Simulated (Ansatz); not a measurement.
Gaps and volumes of ordered (Si,Ge)3N4 (β-Si3N4)

Small ordered supercells, each relaxed with r2SCAN in the plane-wave code Ansatz; x is the share of Ge. They stand for particular orderings, not for the random alloy. Computed values alone, no measurements; non-magnetic cells, some hypothetical.

- Si₅GeN₈ (Pm, 14 atoms): the symmetry is Pm (No. 6, monoclinic); conventional cell a = 7.661 Å, b = 2.934 Å, c = 7.684 Å, β = 119.8°, 10.70 Å³ an atom. Around Si lie 4 N at 1.73–1.75 Å; around Si lie 4 N at 1.74–1.75 Å; around Si lie 4 N at 1.71–1.74 Å; around Ge lie 4 N at 1.80–1.83 Å; around Si lie 4 N at 1.73–1.74 Å; around N lie 2 Si at 1.73 Å and 1 Ge at 1.82 Å; around N lie 3 Si at 1.73–1.74 Å (further sites aren't listed).
- Si₂GeN₄ (P2_1/m, 14 atoms): space group P2_1/m (No. 11), monoclinic; a = 7.727 Å, b = 2.960 Å, c = 7.759 Å, β = 119.7° in the conventional setting, 11.01 Å³ an atom. Around Si lie 4 N at 1.73–1.75 Å; around Ge lie 4 N at 1.81–1.85 Å; around N lie 2 Si at 1.73 Å and 1 Ge at 1.83 Å; around N lie 1 Si at 1.73 Å and 2 Ge at 1.81 Å; around N lie 3 Si at 1.74–1.75 Å; around N lie 2 Si at 1.75 Å and 1 Ge at 1.85 Å.
- Si₃Ge₃N₈ (Pm, 14 atoms): the symmetry is Pm (No. 6, monoclinic); conventional cell a = 7.809 Å, b = 2.992 Å, c = 7.835 Å, β = 119.9°, 11.34 Å³ an atom. Around Si lie 4 N at 1.74–1.78 Å; around Si lie 4 N at 1.74–1.77 Å; around Si lie 4 N at 1.73–1.78 Å; around Ge lie 4 N at 1.80–1.85 Å; around Ge lie 4 N at 1.81–1.83 Å; around Ge lie 4 N at 1.80–1.82 Å; around N lie 1 Si at 1.74 Å and 2 Ge at 1.82–1.83 Å; around N lie 2 Si at 1.74 Å and 1 Ge at 1.82 Å (further sites aren't listed).
- SiGe₂N₄ (Pm, 14 atoms): it is monoclinic, Pm (No. 6); a = 7.893 Å, b = 3.020 Å, c = 7.898 Å, β = 120.0° in the conventional setting, 11.65 Å³ an atom. Si is surrounded by 4 N at 1.73–1.77 Å; Ge is surrounded by 4 N at 1.84–1.87 Å; Ge is surrounded by 4 N at 1.82–1.83 Å; Si is surrounded by 4 N at 1.74–1.76 Å; Ge is surrounded by 4 N at 1.81–1.83 Å; Ge is surrounded by 4 N at 1.81–1.85 Å; N is surrounded by 2 Si at 1.73–1.74 Å and 1 Ge at 1.83 Å; N is surrounded by 3 Ge at 1.82–1.84 Å (further sites aren't listed).
- SiGe₅N₈ (Pm, 14 atoms): the symmetry is Pm (No. 6, monoclinic); a = 7.962 Å, b = 3.050 Å, c = 7.973 Å, β = 119.9° in the conventional setting, 11.99 Å³ an atom. Si has 4 N at 1.73–1.78 Å; Ge has 4 N at 1.83–1.87 Å; Ge has 4 N at 1.83–1.84 Å; Ge has 4 N at 1.82–1.84 Å; Ge has 4 N at 1.83 Å; Ge has 4 N at 1.82–1.83 Å; N has 1 Si at 1.73 Å and 2 Ge at 1.83 Å; N has 3 Ge at 1.82–1.84 Å (further sites aren't listed).

d is direct, i indirect.
```
                      cell      x  volume (Å³/atom)            gap, PBE (eV)         gap, r2SCAN (eV)          gap, HSE06 (eV)
    Si5GeN8 (Pm, 14 atoms)  0.167             10.70  4.13 i (Γ–Z (0.30) → Γ)  4.68 i (Γ–Z (0.33) → Γ)  5.63 i (Γ–Z (0.33) → Γ)
Si2GeN4 (P2_1/m, 14 atoms)  0.333             11.01  3.75 i (Γ–Z (0.30) → Γ)  4.28 i (Γ–Z (0.32) → Γ)  5.28 i (Γ–Z (0.32) → Γ)
   Si3Ge3N8 (Pm, 14 atoms)  0.500             11.34  3.38 i (Γ–Z (0.30) → Γ)  3.90 i (Γ–Z (0.30) → Γ)  4.91 i (Γ–Z (0.30) → Γ)
    SiGe2N4 (Pm, 14 atoms)  0.667             11.65                        –           3.43 i (A → Γ)           4.47 i (A → Γ)
    SiGe5N8 (Pm, 14 atoms)  0.833             11.99               2.58 d (Γ)               3.07 d (Γ)               4.10 d (Γ)
```

Spin-orbit coupling is left out.

Where an edge lies off the special points, it is a point of the mesh or the k point where a search put PBE's edge or least direct gap, reused for the other functionals, whose own edges may lie a little apart.

The meshes of the hybrids are coarse, so their gaps aren't converged to the digits shown.
